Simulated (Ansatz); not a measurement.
AlN:
```cif
data_AlN
_chemical_formula_sum 'Al1 N1'
_space_group_name_H-M_alt 'Pm-3m'
_space_group_IT_number 221
_space_group_name_Hall '-P 4 2 3'
_cell_length_a 2.59357
_cell_length_b 2.59357
_cell_length_c 2.59357
_cell_angle_alpha 90.000
_cell_angle_beta 90.000
_cell_angle_gamma 90.000
loop_
_atom_site_label
_atom_site_type_symbol
_atom_site_symmetry_multiplicity
_atom_site_Wyckoff_symbol
_atom_site_fract_x
_atom_site_fract_y
_atom_site_fract_z
_atom_site_occupancy
Al1 Al 1 a 0.00000 0.00000 0.00000 1
N1 N 1 b 0.50000 0.50000 0.50000 1
```

Relaxed with PBEsol.

Q: Decompose the optical modes at the zone centre into irreducible representations, and say which are infrared and Raman allowed.

A: Point group m-3m: Γ_opt = T1u. Infrared: T1u. Raman: none.

Q: Assign frequencies (DFPT, plane-wave PAW PBEsol (Ansatz code)).

A: T1u 264i cm⁻¹.

The cell is a constructed one: a structure type filled with these elements; neither database checked (COD, Materials Project) lists it. It is not the phase usual at ambient conditions (space group No. 186, 216). The cell was relaxed with PBEsol under the symmetry of its start. At this level the phase is dynamically unstable (imaginary phonons). As this level gives no gap, phonon frequencies hold no LO–TO term and depend on the k-mesh and smearing (Fermi–Dirac, 0.1 eV here).

Potentials: the later of the program's two PAW sets.
